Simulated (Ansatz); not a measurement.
Here is an unrelaxed guess for Ga4As3P.

```
Ga P As
1.0
     5.49411    0.00000    0.00000
     0.00000    5.49411    0.00000
     0.00000    0.00000    5.49411
Ga P As
4 1 3
Direct
  0.25000 0.75000 0.25000
  0.25000 0.25000 0.75000
  0.75000 0.75000 0.75000
  0.75000 0.25000 0.25000
  0.00000 0.00000 0.00000
  0.00000 0.50000 0.50000
  0.50000 0.50000 0.00000
  0.50000 0.00000 0.50000
```

All numbers below come from DFT PBE, scalar-relativistic, plane waves, PAW (Ansatz 0.2.0). Plane waves to 420 eV, a k mesh through Γ of 4×4×4 on the computed 8-atom cell and Gaussian smearing (0.10 eV); no spin polarisation.

The zero of energy is the elements' standard structures at the same level; no fitted shifts are applied. The references include black phosphorus.

Q: What does a single point on this coarse mesh give?

A: The pressure is 8.5 GPa (it wants to expand), the largest force is 0.71 eV/Å, and the energy is −0.30 eV/atom against the elements. The shortest distance is 2.38 Å.

Q: How much does it gain on relaxing, and where does it end?

A: Relaxing gains about 0.06 eV/atom in 7 ionic steps and ends at −0.366 eV/atom on the finer mesh. The symmetry stays P-43m (No. 215). The volume per atom grows by 10.7 %, from 20.7 to 22.9 Å³. The shortest distance goes from 2.38 Å (Ga–As and Ga–P) to 2.41 Å (Ga–P). Conventional cell: a = 5.683 Å. Around Ga lie 1 P at 2.41 Å and 3 As at 2.48 Å; P has 4 Ga at 2.41 Å; around As lie 4 Ga at 2.48 Å.

The last run used a 6×6×6 mesh for its 8-atom cell and Gaussian smearing of 0.02 eV. The reference forms of As and P are held partly by dispersion forces, which this level lacks. The relaxation can't lower the symmetry of the start. A structure relaxed within its symmetry needn't be a true minimum.
